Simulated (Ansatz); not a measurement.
Relaxed-ion elastic tensor of Cs (bcc (W type), Im-3m) in GPa (Voigt order), r²SCAN (plane waves, PAW; program Ansatz); density 1.79 g/cm³, 123.11 Å³ per atom.

|  | 1 | 2 | 3 | 4 | 5 | 6 |
|---|---|---|---|---|---|---|
| 1 | 2.2 | 1.6 | 1.6 | 0.0 | 0.0 | 0.0 |
| 2 | 1.6 | 2.2 | 1.6 | 0.0 | 0.0 | 0.0 |
| 3 | 1.6 | 1.6 | 2.2 | 0.0 | 0.0 | 0.0 |
| 4 | 0.0 | 0.0 | 0.0 | 1.2 | 0.0 | 0.0 |
| 5 | 0.0 | 0.0 | 0.0 | 0.0 | 1.2 | 0.0 |
| 6 | 0.0 | 0.0 | 0.0 | 0.0 | 0.0 | 1.2 |

Question: Is the crystal mechanically stable?

Answer: Yes: the smallest eigenvalue of C is 0.5 GPa.

Question: Work out the Voigt, Reuss and Hill averages.

Answer: K_V = 1.8, K_R = 1.8, K_H = 1.8; G_V = 0.9, G_R = 0.5, G_H = 0.7 GPa.

Question: Give Young's modulus, Poisson's ratio, Pugh's ratio and the universal anisotropy index.

Answer: E = 9KG/(3K + G) = 1.8 GPa; ν = 0.33; K/G = 2.69 (ductile by the Pugh limit of 1.75); A_U = 5G_V/G_R + K_V/K_R − 6 = 3.46.

Question: Estimate the sound speeds and the Debye temperature.

Answer: v_l = √((K + 4G/3)/ρ) = 1230 m/s, v_t = √(G/ρ) = 615 m/s, mean 690 m/s; Θ = (h/k)(3n/4πV)^(1/3) v_m = 41.3 K.

Question: Give the Zener ratio and Young's modulus along [100], [110] and [111].

Answer: A = 2C44/(C11 − C12) = 4.67; 1/E = S11 − 2(S11 − S12 − S44/2)Γ with Γ = 0, 1/4, 1/3 gives 0.8, 1.7, 3.0 GPa.

Question: Solve the Christoffel equation for the three sound speeds along [100], [110], [111].

Answer: Eigenvalues of C_ijkl n_j n_l equal ρv². In km/s, slowest first: [100] 0.83, 0.83, 1.10; [110] 0.39, 0.83, 1.33; [111] 0.57, 0.57, 1.39.

Symmetry was held in the r²SCAN relaxation; phonons on a q-mesh show no instability. As this level gives no gap, shear constants depend on the k-mesh and smearing (Fermi–Dirac, 0.1 eV here). Scalar-relativistic: spin–orbit coupling is off unless named, which matters more the heavier the elements.

Potentials: the later of the program's two PAW sets.
